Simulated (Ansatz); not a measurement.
Theory: DFT PBE, scalar-relativistic, plane waves, PAW in Ansatz. The final run on the 6-atom cell used 420 eV, a Γ-centred 12×12×4 mesh, 0.02 eV smearing and no spin polarisation.

Formation energies are uncorrected and count from the elements' standard states at the same level.

Problem. Suggest a trial structure for a trigonal semiconductor that holds Ga and 2 more elements, with a gap near 2.1 eV, a formation energy near −0.73 eV/atom and a density near 5.06 g/cm³, in a cell of 6 atoms.

Solution. AlGa₂N₃, space group P3m1 (No. 156). Al is surrounded by 4 N at 1.90–1.93 Å; around Ga on its first site lie 4 N at 1.96–1.98 Å; Ga on its second site has 4 N at 1.96–1.97 Å; around N on its first site lie 4 Ga at 1.96–1.97 Å; 2 more sites not described.

```cif
data_structure
_symmetry_space_group_name_H-M 'P3m1'
_symmetry_Int_Tables_number 156
_cell_length_a 3.1820
_cell_length_b 3.1820
_cell_length_c 7.7952
_cell_angle_alpha 90.000
_cell_angle_beta 90.000
_cell_angle_gamma 120.000
_cell_volume 68.35
loop_
_atom_site_label
_atom_site_type_symbol
_atom_site_symmetry_multiplicity
_atom_site_Wyckoff_symbol
_atom_site_fract_x
_atom_site_fract_y
_atom_site_fract_z
_atom_site_occupancy
Al1 Al 1 a 0.00000 0.00000 0.33308 1
Ga1 Ga 1 b 0.33333 0.66667 0.00276 1
Ga2 Ga 1 c 0.66667 0.33333 0.66407 1
N1 N 1 c 0.66667 0.33333 0.91632 1
N2 N 1 a 0.00000 0.00000 0.57679 1
N3 N 1 b 0.33333 0.66667 0.25698 1
```

| Property | Result |
| --- | --- |
| Volume per atom | 11.39 Å³ |
| Density | 5.06 g/cm³ |
| Formation energy | −0.735 eV/atom |
| Gap on the 12×12×4 mesh of the 6-atom cell | 2.14 eV |

It was reached by relaxing an invented guess, and it needn't be the stable form of this composition. Other answers may fit too; this one was computed.

Kohn–Sham gaps at this level usually fall short of measured ones. A structure relaxed within its symmetry needn't be a true minimum.
